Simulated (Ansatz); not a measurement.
Values for one crystal, relaxed and computed with the program Ansatz at the r²SCAN level (PAW); other levels are named.

| Item | Value |
|---|---|
| Volume per atom | 11.64 Å³ |
| Band gap | 1.77 eV (direct) |
| Electron effective mass | 0.22 mₑ (isotropic) |
| Pressure derivative B′ | 4.5 |
| Bulk modulus (Birch–Murnaghan fit) | 180 GPa |
| Gap with spin–orbit coupling | 1.74 eV |
| Formation energy from the elements (no fitted shifts) | -1.85 eV/atom |

Problem. Which of these materials gives this?
A) ZnInGaO4, R3m (Pearson symbol hR7)
B) LuAgO2, R-3m (Lu on 3b, Ag on 3a, O on 6c)
C) ScOF, P2_1/c (Sc on 4e, O on 4e, F on 4e)
D) SiO2, P3_221 (Si on 3a, O on 6c)

Solution. A, ZnInGaO4, R3m (Pearson symbol hR7)

The cell was relaxed with r²SCAN under the symmetry of its start. The references are the lowest solids computed at this level, not always the standard phases (solids in place of the gases). Spin–orbit coupling is left out wherever it is not named.

Potentials: the later of the program's two PAW sets.
